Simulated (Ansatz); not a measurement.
# Be₂Sb, a known structure type with other elements, at an estimated volume

```
CELL_PARAMETERS angstrom
4.95620 0.00000 0.00000
-2.47810 4.29220 0.00000
0.00000 0.00000 8.06392
ATOMIC_POSITIONS crystal
Be 0.83031 0.66062 0.25000
Be 0.16969 0.83031 0.75000
Be 0.33938 0.16969 0.25000
Be 0.16969 0.33938 0.75000
Be 0.83031 0.16969 0.25000
Be 0.66062 0.83031 0.75000
Be 0.00000 0.00000 0.00000
Be 0.00000 0.00000 0.50000
Sb 0.33330 0.66670 0.06161
Sb 0.66660 0.33330 0.56161
Sb 0.33330 0.66670 0.43839
Sb 0.66670 0.33340 0.93839
```

The numbers come from plane-wave PAW DFT (Ansatz): r2SCAN, no spin polarisation, 500 eV, 8×8×4 Γ-centred k points, fermi-dirac occupations (width 0.1 eV). Nothing was relaxed.

Task: What is the formation energy?

Result: 0.71 eV an atom against the elements' usual phases (free molecules for gases, crystals otherwise, with no correction for O₂ or N₂), so at this geometry it isn't bound against them. Relaxing would lower it.

Task: How is the charge shared?

Result: Bader charges in e: Be -0.07 to +0.40, Sb -0.56. In the mean Be gives up most and Sb takes most.

Task: Where is the largest force?

Result: The largest is on Be2 (and as large on other atoms): 0.47 eV/Å, components (-0.41, 0.24, 0.00). It makes 150° with the line to a nearest neighbour, Be6 at 2.43 Å, pointing away from it.

Task: Metal or insulator?

Result: It is a metal, with about 4.9 states/eV a cell as the mean within 0.25 eV of the Fermi level.

Task: Is the cell too large or too small?

Result: The pressure is 2.1 GPa (compression positive), so with the atoms held at these fractions the cell would first expand. The principal stresses 0.7, 0.7, 5.0 GPa differ, so its shape would change too.

Origin: a known structure type with other elements, at an estimated volume, so it need not be a known compound.
